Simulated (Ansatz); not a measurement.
The end of the path is a generated cell of KSrCl3: the first start was made by placing the elements on the sites of a structure type, and the end was not matched to a known phase here, so it may be hypothetical.

A geometry of KSrCl3 away from equilibrium: the start of the relaxation of a generated cell, KSrCl3 built in the GdFeO3 structure type. Calculation: r2SCAN (plane waves to 500 eV, PAW, scalar-relativistic; Ansatz, a quantum-chemistry and plane-wave program). Γ-centred k-mesh 3×2×3 on the run's cell (coarser than for final values), Fermi–Dirac smearing 0.05 eV.

```xyz
20
Lattice="7.7299 0.0000 0.0000 0.0000 10.9069 0.0000 0.0000 0.0000 7.7041" Properties=species:S:1:pos:R:3:forces:R:3 pbc="T T T" free_energy=-33443.348 pressure_GPa=1.4
K      3.7699     2.7267     7.6394   -0.1020    0.0000   -0.0013
K      7.6348     2.7267     3.9168   -0.1020    0.0000    0.0013
K      3.9600     8.1802     0.0647    0.1020    0.0000    0.0013
K      0.0951     8.1802     3.7873    0.1020    0.0000   -0.0013
Sr     0.0000     0.0000     0.0000    0.0000    0.0000    0.0000
Sr     3.8650     5.4534     3.8521    0.0000    0.0000    0.0000
Sr     0.0000     5.4534     0.0000    0.0000    0.0000    0.0000
Sr     3.8650     0.0000     3.8521    0.0000    0.0000    0.0000
Cl     0.2419     2.7267     0.4515    0.0650    0.0000    0.3470
Cl     4.1069     2.7267     3.4006    0.0650    0.0000   -0.3470
Cl     7.4880     8.1802     7.2526   -0.0650    0.0000   -0.3470
Cl     3.6230     8.1802     4.3035   -0.0650    0.0000    0.3470
Cl     2.2262     5.8570     1.6410    0.0976    0.1671   -0.2015
Cl     6.0912    10.5033     2.2111    0.0976   -0.1671    0.2015
Cl     5.5037     0.4036     6.0631   -0.0976    0.1671    0.2015
Cl     1.6387     5.0499     5.4930   -0.0976   -0.1671   -0.2015
Cl     5.5037     5.0499     6.0631   -0.0976   -0.1671    0.2015
Cl     1.6387     0.4036     5.4930   -0.0976    0.1671   -0.2015
Cl     2.2262    10.5033     1.6410    0.0976   -0.1671   -0.2015
Cl     6.0912     5.8570     2.2111    0.0976    0.1671    0.2015
```

Positions in Å, forces in eV/Å, free energy of the cell in eV (comparable only within this code, potentials and settings). Largest force: 0.35 eV/Å, on Cl9, Cl10, Cl11, Cl12 (atoms numbered as listed); the geometry lies 0.06 eV/atom above the end of its relaxation.

No spin polarisation in the result.

The run could not lose the symmetry of its start, so the end can be a saddle point.
